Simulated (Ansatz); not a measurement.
NaCl:
```yaml
crystal:
  lattice:
    - [0.00000, 2.80386, 2.80386]
    - [2.80386, 0.00000, 2.80386]
    - [2.80386, 2.80386, 0.00000]
  atoms:
    - { symbol: Cl, position: [0.00000, 0.00000, 0.00000] }
    - { symbol: Na, position: [0.50000, 0.50000, 0.50000] }
```

Relaxed with r²SCAN. Special points in fractions of this cell's reciprocal vectors: Γ (0.000, 0.000, 0.000); X (0.500, 0.000, 0.500); U (0.625, 0.250, 0.625); K (0.375, 0.375, 0.750); L (0.500, 0.500, 0.500); W (0.500, 0.250, 0.750).

Problem. List the band energies nearest the valence-band maximum at these points for plane-wave PAW r²SCAN (Ansatz code).

Solution. In eV from the valence-band maximum; about four levels below and three above (degenerate sets whole), none deeper than 8.9 eV; points with the same levels are listed once.

```tsv
k	below	above
Γ	0.00 0.00 0.00	5.97 11.74 11.74 11.74
X	-1.73 -0.63 -0.63	8.42 8.61 12.34
U	-1.47 -1.15 -0.52	8.99 9.83 11.40
L	-1.98 -0.28 -0.28	7.95 11.70 11.70
W	-1.24 -1.24 -0.78	9.77 10.40 10.40
```

Space group Fm-3m (rock salt). The cell was relaxed with r²SCAN under the symmetry of its start.

Potentials: the later of the program's two PAW sets.
